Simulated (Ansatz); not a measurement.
A relaxation computed with Ansatz, from input to last step.

```yaml
crystal:
  lattice:
    - [-3.8423304512, -3.8341060634, 0.0045109461]
    - [-0.0036511562, 3.8332462735, 3.8367529342]
    - [-3.8166859505, 3.8129725088, -3.8128280133]
  atoms:
    - { symbol: Ru, position: [0.8371345336, 0.1692587012, 0.6608351323] }
    - { symbol: Ru, position: [0.3266137923, 0.1599535213, 0.6539254865] }
    - { symbol: Ru, position: [0.8457849315, 0.6749900991, 0.6571492773] }
    - { symbol: Ru, position: [0.6725707894, 0.8388247979, 0.3450027252] }
    - { symbol: Rh, position: [0.3338545125, 0.6700511912, 0.6591755851] }
    - { symbol: Pd, position: [0.0007024146, 0.0015153463, 0.9997114504] }
    - { symbol: Pd, position: [0.5009878996, 0.501336155, 0.9994647776] }
    - { symbol: Os, position: [0.1620659038, 0.3299484492, 0.3452528125] }
    - { symbol: Os, position: [0.1699291452, 0.833298961, 0.3369990179] }
    - { symbol: Ir, position: [0.5006805715, 0.0025217381, 0.0004524329] }
    - { symbol: Ir, position: [0.6717856184, 0.3332450191, 0.341926147] }
    - { symbol: Ir, position: [0.0011753479, 0.5017897786, 0.0012354499] }
  symmetry: { detect: false }
basis:
  ecutwfc: 500
kpoints:
  mp_grid: { grid: [5, 5, 3] }
hamiltonian:
  xc: r2scan
scf:
  occupations: { method: gaussian, width: 0.1 }
  lower_state_search: "off"
output:
  forces: true
  stress: true
  eigenvalues: true
relax:
  adjacent_minimum: "off"
  f_tol: 0.04
  max_steps: 25
  cell: { stress_tol: 0.3 }
```

```bash
ansatz run input.yaml --threads 4 --pin off --max-ram 9216MiB --backend cpu --events-out ev --progress --plain --runs-dir out
```

The calculation used Ansatz 0.2.0, DFT r2SCAN, scalar-relativistic, plane waves, PAW.

Of 6 frames 5 are shown, positions in Å and forces in eV/Å; the SCF threshold varies from step to step. Steps run on the plane waves of an earlier cell, with a Pulay correction in the pressure. The basis is chosen afresh for the last frame, the zero of the energies, and at times for earlier ones too; energy and pressure can step there, also at an unchanged geometry. Where two frames share a geometry here, they differ by under 2 meV/atom and 0.3 GPa.

```xyz
12
Lattice="-3.8423 -3.8341 0.0045 -0.0037 3.8332 3.8368 -3.8167 3.8130 -3.8128" Properties=species:S:1:pos:R:3:forces:R:3 pbc="T T T" step=1 free_energy_over_end_meV_per_atom=4.32 pressure_GPa=-0.74
Ru   -5.7394   -0.0411   -1.8665    0.1707    0.0411    0.1496
Ru   -3.7514    1.8543   -1.8781   -0.5215    0.0560   -0.0686
Ru   -5.7604    1.8503    0.0880    0.1738    0.0373   -0.3288
Ru   -3.9041    1.9522    1.9060    0.2858   -0.0959    0.1309
Rh   -3.8011    3.8019    0.0590   -0.1184    0.0992   -0.0884
Pd   -3.8183    3.8150   -3.8059   -0.0327    0.0283    0.0059
Pd   -5.7414    3.8118   -1.8850   -0.0012    0.0256   -0.0043
Os   -1.9416    1.9598   -0.0497    0.0821   -0.1438    0.3598
Os   -1.9422    3.8277    1.9130   -0.2043    0.0791   -0.1552
Ir   -1.9255   -1.9083    0.0102   -0.0009   -0.0004   -0.0252
Ir   -3.8875    0.0055   -0.0221    0.1280   -0.0461    0.0172
Ir   -0.0111    1.9237    1.9205    0.0385   -0.0805    0.0070
12
Lattice="-3.7964 -3.8134 0.0032 -0.0016 3.8117 3.7916 -3.8483 3.8684 -3.8468" Properties=species:S:1:pos:R:3:forces:R:3 pbc="T T T" step=2 free_energy_over_end_meV_per_atom=2.65 pressure_GPa=1.90
Ru   -5.7032   -0.0068   -1.8790   -0.0307    0.0897   -0.0217
Ru   -3.7990    1.9015   -1.9105    0.0072   -0.1619    0.1360
Ru   -5.7199    1.8955    0.0092    0.0470   -0.1076   -0.0244
Ru   -3.8576    1.9590    1.8648   -0.0373    0.0497   -0.0868
Rh   -3.8172    3.8373   -0.0031    0.0767   -0.0781    0.0447
Pd   -3.8514    3.8695   -3.8397    0.0036   -0.0035   -0.0122
Pd   -5.7509    3.8693   -1.9432    0.0159   -0.0141    0.0272
Os   -1.9486    1.9645   -0.0493   -0.0504    0.0760   -0.0377
Os   -1.9650    3.8550    1.8449    0.0344    0.0360    0.0238
Ir   -1.9038   -1.8969    0.0033    0.0352   -0.0121    0.0213
Ir   -3.8507    0.0270   -0.0432   -0.0818    0.1143   -0.0771
Ir   -0.0050    1.9066    1.8985   -0.0198    0.0118    0.0069
12
Lattice="-3.8231 -3.8236 0.0034 -0.0026 3.8228 3.8179 -3.8357 3.8395 -3.8321" Properties=species:S:1:pos:R:3:forces:R:3 pbc="T T T" step=3 free_energy_over_end_meV_per_atom=0.12 pressure_GPa=-0.21
Ru   -5.7221   -0.0272   -1.8695    0.0228    0.0817    0.0209
Ru   -3.7940    1.8754   -1.8936   -0.0756   -0.0642    0.0580
Ru   -5.7387    1.8716    0.0385    0.0649   -0.0429   -0.0571
Ru   -3.8767    1.9544    1.8898    0.0290    0.0106   -0.0349
Rh   -3.8139    3.8203    0.0269    0.0119   -0.0224    0.0071
Pd   -3.8386    3.8410   -3.8251   -0.0073    0.0046   -0.0071
Pd   -5.7511    3.8397   -1.9141    0.0012    0.0076    0.0042
Os   -1.9471    1.9605   -0.0402   -0.0341    0.0074    0.0350
Os   -1.9613    3.8496    1.8759   -0.0045   -0.0021    0.0040
Ir   -1.9158   -1.9023    0.0053    0.0150   -0.0060    0.0021
Ir   -3.8692    0.0160   -0.0320   -0.0085    0.0307   -0.0323
Ir   -0.0070    1.9136    1.9117   -0.0148   -0.0050    0.0001
12
Lattice="-3.8226 -3.8245 0.0038 -0.0025 3.8232 3.8175 -3.8331 3.8388 -3.8307" Properties=species:S:1:pos:R:3:forces:R:3 pbc="T T T" step=4 free_energy_over_end_meV_per_atom=0.06 pressure_GPa=-0.06
Ru   -5.7189   -0.0235   -1.8676    0.0139    0.0371    0.0148
Ru   -3.7974    1.8716   -1.8902   -0.0433   -0.0333    0.0280
Ru   -5.7336    1.8683    0.0362    0.0305   -0.0198   -0.0344
Ru   -3.8746    1.9552    1.8895    0.0125   -0.0082   -0.0141
Rh   -3.8111    3.8171    0.0274   -0.0012    0.0115   -0.0029
Pd   -3.8330    3.8338   -3.8197   -0.0412    0.0776   -0.0486
Pd   -5.7522    3.8460   -1.9154    0.0411   -0.0688    0.0383
Os   -1.9463    1.9600   -0.0412   -0.0104    0.0016    0.0287
Os   -1.9598    3.8525    1.8773    0.0091   -0.0154    0.0034
Ir   -1.9151   -1.9033    0.0072    0.0042    0.0016   -0.0083
Ir   -3.8681    0.0139   -0.0324   -0.0007    0.0215   -0.0058
Ir   -0.0070    1.9139    1.9111   -0.0145   -0.0054    0.0010
12
Lattice="-3.8218 -3.8253 0.0040 -0.0032 3.8245 3.8173 -3.8305 3.8380 -3.8277" Properties=species:S:1:pos:R:3:forces:R:3 pbc="T T T" step=6 free_energy_over_end_meV_per_atom=0.00 pressure_GPa=0.07
Ru   -5.7164   -0.0227   -1.8651    0.0093    0.0154    0.0077
Ru   -3.7981    1.8692   -1.8868   -0.0144   -0.0120    0.0070
Ru   -5.7301    1.8670    0.0365    0.0052   -0.0087   -0.0131
Ru   -3.8731    1.9553    1.8899    0.0104    0.0007   -0.0110
Rh   -3.8098    3.8183    0.0290   -0.0004    0.0018    0.0013
Pd   -3.8338    3.8380   -3.8206   -0.0006    0.0166   -0.0034
Pd   -5.7461    3.8397   -1.9092    0.0020   -0.0085    0.0010
Os   -1.9464    1.9612   -0.0383   -0.0077   -0.0052    0.0162
Os   -1.9593    3.8529    1.8781    0.0066   -0.0075    0.0028
Ir   -1.9144   -1.9039    0.0063    0.0058   -0.0017   -0.0044
Ir   -3.8657    0.0137   -0.0305   -0.0055    0.0138   -0.0074
Ir   -0.0083    1.9141    1.9112   -0.0106   -0.0048    0.0032
```

It took 4.6 min on 4 threads of Arm Neoverse V2, on a shared host, peak memory 1.6 GiB.

The k mesh is coarse. Spin–orbit coupling is left out, which can shift energies with elements as heavy as these. Spin polarisation was left out, and a magnetic state may lie lower.